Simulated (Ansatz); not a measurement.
InAs (zinc blende), relaxed and computed with several functionals in Ansatz (plane waves, PAW). Much of their spread follows the volume that each gives.

```tsv
functional	V (Å³/atom)	B₀ by P(V) fit (GPa)
LDA	27.35	60.0
r²SCAN	28.49	57.2
PBEsol	28.19	55.6
PBE	29.60	48.4
HSE06	28.48	?
```

**Question.** Fit a straight line to ln B₀ against ln V and predict the withheld value.

**Answer.** Least squares on the 4 shown rows: ln B₀ = -2.67 × ln V + (12.944), with a scatter of 3 %. For HSE06 this gives 54.7. The run itself gave 58.3, outside the scatter: the line misses something about this case.

All cells were relaxed under the symmetry of their starts (and spin orders); stability against distortions was not tested throughout. Spin–orbit coupling is left out wherever it is not named.

Potentials: the later of the program's two PAW sets.

Ansatz (an electronic-structure program) is a plane-wave DFT program.
